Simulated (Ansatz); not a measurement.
# PtSe2: which input changes reach the field gradients?

Cell: a Materials Project structure (computed, not necessarily an observed phase).

```xyz
3
Lattice="3.7173 0.0000 0.0000 -1.8587 3.2193 0.0000 0.0000 0.0000 5.8201" Properties=species:S:1:pos:R:3 pbc="T T T"
Pt    0.0000    0.0000    0.0000
Se    1.8587    1.0731    4.5083
Se    0.0000    2.1462    1.3118
```

Atoms are numbered from 1 in the order listed; like atoms form one site, named after its first atom.

Reference run. The numbers come from a DFT calculation in Ansatz (PBE, plane waves and PAW, scalar-relativistic, 420 eV cutoff, Γ-centred 9×9×5 k-points, Fermi–Dirac smearing 0.02 eV).

It gives V_zz (10²¹ V/m²) Pt 8.37 (η 0.00), Se -8.07 (η 0.00). Each of these runs changes the input as listed (caps on SCF iterations aside):

A. kpoints.mp_grid.shift: not typed → [0.5, 0.5, 0.5]
B. scf.occupations: {method: fermi_dirac, width: 0.02} → {method: gaussian, width: 1.0}

Question: How does each run end, and how far do the gradients move?

Answer: 

| run | Pt V_zz (η) | Se V_zz (η) | largest change of a gradient tensor, all atoms | note |
| --- | --- | --- | --- | --- |
| A | 8.39 (0.00) | -8.09 (0.00) | 0.03 | converged; the mesh lowers the symmetry |
| B | 7.39 (0.00) | -6.66 (0.00) | 1.41 | converged |

Run B moves them most, on Se (V_zz from -8.07 to -6.66). Run B holds a smearing of electronvolts, so its numbers aren't properties of the crystal.

On the reference run: Spin–orbit coupling is left out, which shifts gradients on Pt by a few per cent in wide-gap crystals, and can shift them far more where the calculated gap is small or absent, as here.
